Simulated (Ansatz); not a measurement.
HgS:
```yaml
crystal:
  lattice:
    - [4.03699, 0.00000, 0.00000]
    - [-2.01850, 3.49614, 0.00000]
    - [0.00000, 0.00000, 9.28108]
  atoms:
    - { symbol: Hg, position: [0.68858, 0.00000, 0.66667] }
    - { symbol: Hg, position: [0.00000, 0.68858, 0.33333] }
    - { symbol: Hg, position: [0.31142, 0.31142, 0.00000] }
    - { symbol: S, position: [0.51732, 0.00000, 0.16667] }
    - { symbol: S, position: [0.00000, 0.51732, 0.83333] }
    - { symbol: S, position: [0.48268, 0.48268, 0.50000] }
```

Tensor components refer to the Cartesian frame of this cell.

Question: Give the high-frequency dielectric tensor and the Born effective charge tensors of the independent atoms from DFPT, DFT-LDA in the program Ansatz with PAW potentials.

Answer: 
ε∞:
```
10.1  0.00  0.00
0.00  10.1  0.00
0.00  0.00  12.1
```
Z* of atom 1 (Hg), rows: field, columns: displacement, in e:
```
 1.80   0.00   0.00
 0.00   2.52  -0.21
 0.00   0.27   2.43
```
Z* of atom 4 (S), rows: field, columns: displacement, in e:
```
-1.66   0.00   0.00
 0.00  -2.66  -0.29
 0.00  -0.43  -2.43
```

Static charges for comparison (Bader): Hg1 +0.46, S4 -0.46 e. Born charges measure polarisation by displacement and can exceed these by far.

Space group P3_221. The cell was relaxed with LDA under the symmetry of its start. A crystal of weakly bound chains computed without a dispersion correction: the cell and the soft elastic constants depend strongly on that. Spin–orbit coupling is left out wherever it is not named.

Potentials: the later of the program's two PAW sets.
